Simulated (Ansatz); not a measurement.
Gd (P63/mmc): couplings from the magnetic force theorem

The source of the geometry is a structure as deposited in COD, repeated to hold the magnetic orders; atoms and cell stay fixed.

Functional, mesh and filling: LDA, 10×10×3 k mesh, Fermi–Dirac smearing of 0.1 eV. PAW means Ansatz 0.2.0 on its default frozen-core files. Site moments are integrated in spheres about the atoms.

The input and its command:

```yaml
crystal:
  lattice:
    - [3.636, 0.0, 0.0]
    - [1.818, 3.1488683682, 0.0]
    - [0.0, 0.0, 11.5652]
  atoms:
    - { symbol: Gd, position: [0.6666666666, 0.6666666667, 0.125], spin: 7.2 }
    - { symbol: Gd, position: [0.6666666666, 0.6666666667, 0.625], spin: -7.2 }
    - { symbol: Gd, position: [0.3333333334, 0.3333333333, 0.375], spin: 7.2 }
    - { symbol: Gd, position: [0.3333333334, 0.3333333333, 0.875], spin: -7.2 }
magnetization:
  spin_polarized: true
kpoints:
  mp_grid: { grid: [10, 10, 3] }
scf:
  occupations: { method: fermi_dirac, width: 0.1 }
  lower_state_search: "off"
hamiltonian:
  xc: lda
  pseudopotentials: { kind: paw }
output:
  eigenvalues: false
  eigenstates:
    nscf_kmesh: { grid: [10, 10, 3] }
    top_band: c87
    exchange_couplings: { magnetic: [{ species: Gd }] }
```

Command: `ansatz run input.yaml --threads 2 --pin off --max-ram 6144MiB --backend cpu --events-out ev --progress --plain --runs-dir out`

Site moments (μB): Gd1 7.18, Gd2 -7.18, Gd3 7.18, Gd4 -7.18. Cell moment 0.00 μB.

Couplings come from the force theorem (directions of the magnetic atoms constrained, all else relaxed) on a 10×10×3 mesh, with E = −Σ J e_i·e_j over ordered pairs of unit vectors, so positive J favours parallel moments.

```json
{"pair": "Gd1–Gd at 3.57 Å, set 1", "count": "3", "J PAW (meV)": "-1.56"}
{"pair": "Gd1–Gd at 3.57 Å, set 2", "count": "3", "J PAW (meV)": "-0.71"}
{"pair": "Gd1–Gd at 3.64 Å", "count": "6", "J PAW (meV)": "-0.06"}
{"pair": "Gd1–Gd at 5.10 Å, set 1", "count": "3", "J PAW (meV)": "-0.16"}
{"pair": "Gd1–Gd at 5.10 Å, set 2", "count": "3", "J PAW (meV)": "-0.11"}
{"pair": "Gd1–Gd at 5.78 Å", "count": "2", "J PAW (meV)": "+0.08"}
{"pair": "Gd1–Gd at 6.26 Å, set 1", "count": "6", "J PAW (meV)": "+0.17"}
{"pair": "Gd1–Gd at 6.26 Å, set 2", "count": "6", "J PAW (meV)": "+0.12"}
{"pair": "Gd1–Gd at 6.30 Å", "count": "6", "J PAW (meV)": "+0.13"}
{"pair": "Gd1–Gd at 6.83 Å", "count": "12", "J PAW (meV)": "-0.01"}
{"pair": "Gd1–Gd at 7.27 Å", "count": "6", "J PAW (meV)": "+0.02"}
{"pair": "Gd1–Gd at 8.10 Å, set 1", "count": "6", "J PAW (meV)": "+0.20"}
{"pair": "Gd1–Gd at 8.10 Å, set 2", "count": "6", "J PAW (meV)": "+0.24"}
```

Pairs at one distance with different couplings are listed as sets.

The program reports that this state isn't the lowest of its own couplings. The gain of the softest rotation is smaller than what its band sum leaves out of a whole turn, though, so more bands could change its sign.

The couplings come from one mesh, and their convergence in k wasn't tested.

The PAW files were made with PBE; the program remakes their cores once for the run's functional and then keeps them frozen. Without U a semilocal functional puts the f levels too near the Fermi level, which can change moments and the order of magnetic states; site and cell moments are spin moments. The Ansatz runs typed with the search for lower states off end where their start leads. Spin–orbit coupling is left out although heavy atoms are present. With open f shells a run can end in a state that isn't the lowest. These are results for the start and cell typed. The real compound can order otherwise, in a larger cell, or not at all, since semilocal functionals at zero temperature often overstate magnetism.
